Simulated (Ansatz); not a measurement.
Bi₂Se₃: do energies and stresses tell the same story?

All numbers below come from DFT PBEsol, scalar-relativistic, plane waves, PAW (Ansatz).

Plane waves to 420 eV, a k mesh through Γ of 12×12×12 on the computed 5-atom cell and Gaussian smearing (0.01 eV); no spin polarisation.

Relaxed cell: R-3m, a = 4.130 Å, b = 4.130 Å, c = 28.620 Å, α = 90.00°, β = 90.00°, γ = 120.00°, 5 atoms in the primitive cell.

Energies at zero smearing and pressures from the stress tensor, at volumes with shape and atoms relaxed:
| V (Å³/atom) | E − E(first) (meV/atom) | P (GPa) |
| --- | --- | --- |
| 26.497 | 0.00 | 2.69 |
| 27.343 | -9.75 | 1.13 |
| 28.189 | -12.45 | -0.02 |
| 29.034 | -10.55 | -0.63 |
| 29.880 | -6.53 | -0.94 |

Task: Check P = −dE/dV between neighbouring volumes, and get the bulk modulus from the pressures alone.

Result: With 1 eV/Å³ = 160.2 GPa:
```tsv
middle V (Å³/atom)	−ΔE/ΔV (GPa)	mean P (GPa)
26.920	1.847	1.907
27.766	0.510	0.554
28.612	-0.359	-0.325
29.457	-0.762	-0.784
```

The two differ by 0.06 GPa at most. The mean of two end pressures misses the average over a step by about ΔV² P″/12, up to 0.04 GPa here; with that taken off 0.04 GPa remains, from the finite cutoff, the mesh or the relaxation's tolerance. Around V = 28.189 Å³/atom, the two neighbours give B = −V ΔP/ΔV = 28.189 × 1.76 / 1.691 = 29.3 GPa, against B0 = 27.5 GPa from the Birch–Murnaghan fit of the energies, which describes these points poorly (B0' = 17.5).

Spin–orbit coupling is left out, which can shift energies with elements as heavy as these.